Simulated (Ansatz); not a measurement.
Y$_{5}$S$_{7}$:
```
CELL_PARAMETERS angstrom
      6.42711     1.90500     0.00000
     -6.42711     1.90500     0.00000
     -2.93364     0.00000    11.22810
ATOMIC_POSITIONS crystal
  Y  0.88831 0.11169 0.57869
  Y  0.11169 0.88831 0.42131
  Y  0.69967 0.30033 0.81244
  Y  0.30033 0.69967 0.18756
  Y  0.00000 0.00000 0.00000
  S  0.74069 0.25931 0.35318
  S  0.25931 0.74069 0.64682
  S  0.04185 0.95815 0.78522
  S  0.95815 0.04185 0.21478
  S  0.34118 0.65882 0.94845
  S  0.65882 0.34118 0.05155
  S  0.50000 0.50000 0.50000
```

Relaxed with r²SCAN. Special points in fractions of this cell's reciprocal vectors: Γ (0.000, 0.000, 0.000); C (0.273, 0.273, 0.000); C2 (-0.273, 0.727, 0.000); Y2 (-0.500, 0.500, 0.000); M2 (-0.500, 0.500, 0.500); D (-0.267, 0.733, 0.500); D2 (0.267, 0.267, 0.500); A (0.000, 0.000, 0.500); L2 (0.000, 0.500, 0.500); V2 (0.000, 0.500, 0.000).

Question: List the band energies nearest the Fermi level at these points for r²SCAN in the plane-wave PAW code Ansatz.

Answer: In eV from the Fermi level; about four levels below and three above (degenerate sets whole), none deeper than 8.9 eV; points with the same levels are listed once.

```tsv
k	below	above
Γ	-2.68 -2.59 -2.30 -0.36	0.17 0.60 1.35
C	-3.67 -3.38 -3.24 -3.14	0.50 0.51 0.84
Y2	-3.15 -2.75 -1.03 -0.45	0.34 1.45 1.47
M2	-3.04 -2.86 -0.83 -0.74	0.62 1.06 1.61
D	-3.54 -3.34 -3.29 -3.23	0.29 0.54 0.80
A	-2.65 -2.65 -0.25 -0.02	0.64 1.14 1.66
L2	-3.46 -3.44 -3.34 -3.17	0.21 0.71 0.83
V2	-3.66 -3.41 -3.27 -3.10	0.34 0.76 1.09
```

Space group C2/m. The workflow started from a Materials Project entry (that database holds measured and hypothetical structures alike); the Crystallography Open Database copy checked does not list it. Whether it is the stable phase at ambient conditions was not checked. The r²SCAN relaxation kept the symmetry of its start; its stability against distortions is not shown here. The run is not spin-polarised. With an odd number of electrons in the cell and no spin polarisation, the count alone makes it a metal. Spin–orbit coupling is left out wherever it is not named.

Potentials: the earlier of the program's two PAW sets.
